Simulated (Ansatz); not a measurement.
Space group Pm-3m (No. 221). a = 4.375 Å, b = 4.375 Å, c = 4.375 Å, α = 90.00°, β = 90.00°, γ = 90.00°
```tsv
atom	site	symmetry	x	y	z
Sc	3c	4/mm.m	0.5000	0.0000	0.5000
Al	1a	m-3m	0.0000	0.0000	0.0000
```

Equation of state of this Sc3Al structure (not necessarily the ground state), with shape and atoms relaxed at each volume where symmetry leaves them free. It has no gap at any of these volumes. Method: DFT PBEsol, scalar-relativistic, plane waves, PAW in Ansatz.

Cutoff 420 eV; k points 10×10×10 on the computed 4-atom cell (Γ-centred); Gaussian smearing, width 0.10 eV; no spin polarisation.

```
V (Å³/atom) E − E(largest V) (meV/atom) P (GPa)
     18.420                        37.81    10.78
     19.048                         2.21     7.51
     19.676                       -21.41     4.66
     20.304                       -34.60     2.17
     20.932                       -38.67     0.00
     21.560                       -34.76    -1.90
     22.188                       -23.87    -3.56
     23.025                         0.00    -5.45
```

Problem. Fit a third-order Birch–Murnaghan equation to E(V).

Solution. V0 = 20.92 Å³/atom, B0 = 68 GPa, B0' = 3.5.